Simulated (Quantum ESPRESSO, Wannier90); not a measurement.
# Tight-binding from DFT: BeS (zinc blende)

Materials Project entry mp-422; symmetrised, unrelaxed at this level. COD (Crystallography Open Database) has an entry of this formula and space group (matched by these alone). Computed values, not measurements, from PBEsol: Quantum ESPRESSO (norm-conserving PseudoDojo potentials, cutoff 71 Ry, no spin polarisation, no spin-orbit coupling) on a Γ-centred 12×12×12 mesh, then Wannier90. Density: 12×12×12 mesh, cold smearing 0.01 Ry.

Input w.win:

```
num_bands = 15
num_wann = 8
exclude_bands = 1
num_iter = 0
conv_tol = 1.0e-6
conv_window = 4
dis_num_iter = 1000
dis_conv_tol = 1.0e-6
dis_froz_max = 9.81
write_hr = true
write_u_matrices = true
begin projections
Be: s;p
S: s;p
end projections
begin unit_cell_cart
ang
    0.0000000000    2.4351500000    2.4351500000
    2.4351500000    0.0000000000    2.4351500000
    2.4351500000    2.4351500000    0.0000000000
end unit_cell_cart
begin atoms_frac
Be   0.0000000000  0.0000000000  0.0000000000
S    0.2500000000  0.2500000000  0.2500000000
end atoms_frac
mp_grid = 12 12 12
begin kpoints
0.0000000000 0.0000000000 0.0000000000
0.0000000000 0.0000000000 0.0833333333
0.0000000000 0.0000000000 0.1666666667
... (1725 more lines: the 12x12x12 mesh through Gamma)
end kpoints
```

On the energy scale of pw.x, whose zero is arbitrary, the valence-band maximum lies at 5.35 eV. Lines of w_hr.dat (R1 R2 R3 m n Re Im, eV) for R = 0 and one of the shortest lattice vectors, rounded to 0.01 eV, lines under 0.02 eV left out; orbitals in order: Be1 s, Be1 pz, Be1 px, Be1 py, S2 s, S2 pz, S2 px, S2 py.

```
    0    0    0    1    1     9.33     0.00
    0    0    0    5    1    -2.01     0.00
    0    0    0    6    1     1.63     0.00
    0    0    0    7    1     1.63     0.00
    0    0    0    8    1     1.63     0.00
    0    0    0    2    2    10.98     0.00
    0    0    0    5    2    -1.77     0.00
    0    0    0    6    2     0.20     0.00
    0    0    0    7    2     1.60     0.00
    0    0    0    8    2     1.60     0.00
    0    0    0    3    3    10.98     0.00
    0    0    0    5    3    -1.77     0.00
    0    0    0    6    3     1.60     0.00
    0    0    0    7    3     0.20     0.00
    0    0    0    8    3     1.60     0.00
    0    0    0    4    4    10.98     0.00
    0    0    0    5    4    -1.77     0.00
    0    0    0    6    4     1.60     0.00
    0    0    0    7    4     1.60     0.00
    0    0    0    8    4     0.20     0.00
    0    0    0    1    5    -2.01     0.00
    0    0    0    2    5    -1.77     0.00
    0    0    0    3    5    -1.77     0.00
    0    0    0    4    5    -1.77     0.00
    0    0    0    5    5    -3.26     0.00
    0    0    0    1    6     1.63     0.00
    0    0    0    2    6     0.20     0.00
    0    0    0    3    6     1.60     0.00
    0    0    0    4    6     1.60     0.00
    0    0    0    6    6     5.99     0.00
    0    0    0    1    7     1.63     0.00
    0    0    0    2    7     1.60     0.00
    0    0    0    3    7     0.20     0.00
    0    0    0    4    7     1.60     0.00
    0    0    0    7    7     5.99     0.00
    0    0    0    1    8     1.63     0.00
    0    0    0    2    8     1.60     0.00
    0    0    0    3    8     1.60     0.00
    0    0    0    4    8     0.20     0.00
    0    0    0    8    8     5.99     0.00
   -1    0    0    1    1    -0.14     0.00
   -1    0    0    2    1     0.10     0.00
   -1    0    0    3    1    -0.12     0.00
   -1    0    0    4    1     0.10     0.00
   -1    0    0    6    1     0.06     0.00
   -1    0    0    7    1    -0.05     0.00
   -1    0    0    8    1     0.06     0.00
   -1    0    0    1    2    -0.10     0.00
   -1    0    0    2    2     0.31     0.00
   -1    0    0    3    2     0.17     0.00
   -1    0    0    4    2     0.09     0.00
   -1    0    0    5    2    -0.05     0.00
   -1    0    0    6    2     0.07     0.00
   -1    0    0    8    2     0.09     0.00
   -1    0    0    1    3    -0.12     0.00
   -1    0    0    2    3    -0.17     0.00
   -1    0    0    3    3    -0.66     0.00
   -1    0    0    4    3    -0.17     0.00
   -1    0    0    5    3     0.09     0.00
   -1    0    0    6    3    -0.06     0.00
   -1    0    0    7    3    -0.10     0.00
   -1    0    0    8    3    -0.06     0.00
   -1    0    0    1    4    -0.10     0.00
   -1    0    0    2    4     0.09     0.00
   -1    0    0    3    4     0.17     0.00
   -1    0    0    4    4     0.31     0.00
   -1    0    0    5    4    -0.05     0.00
   -1    0    0    6    4     0.09     0.00
   -1    0    0    8    4     0.07     0.00
   -1    0    0    1    5    -2.01     0.00
   -1    0    0    2    5     1.77     0.00
   -1    0    0    3    5    -1.77     0.00
   -1    0    0    4    5     1.77     0.00
   -1    0    0    5    5    -0.06     0.00
   -1    0    0    7    5     0.13     0.00
   -1    0    0    1    6    -1.63     0.00
   -1    0    0    2    6     0.20     0.00
   -1    0    0    3    6    -1.60     0.00
   -1    0    0    4    6     1.60     0.00
   -1    0    0    6    6     0.13     0.00
   -1    0    0    7    6    -0.06     0.00
   -1    0    0    8    6     0.03     0.00
   -1    0    0    1    7     1.63     0.00
   -1    0    0    2    7    -1.60     0.00
   -1    0    0    3    7     0.20     0.00
   -1    0    0    4    7    -1.60     0.00
   -1    0    0    5    7     0.13     0.00
   -1    0    0    6    7     0.06     0.00
   -1    0    0    7    7    -0.30     0.00
   -1    0    0    8    7     0.06     0.00
   -1    0    0    1    8    -1.63     0.00
   -1    0    0    2    8     1.60     0.00
   -1    0    0    3    8    -1.60     0.00
   -1    0    0    4    8     0.20     0.00
   -1    0    0    6    8     0.03     0.00
   -1    0    0    7    8    -0.06     0.00
   -1    0    0    8    8     0.13     0.00
```
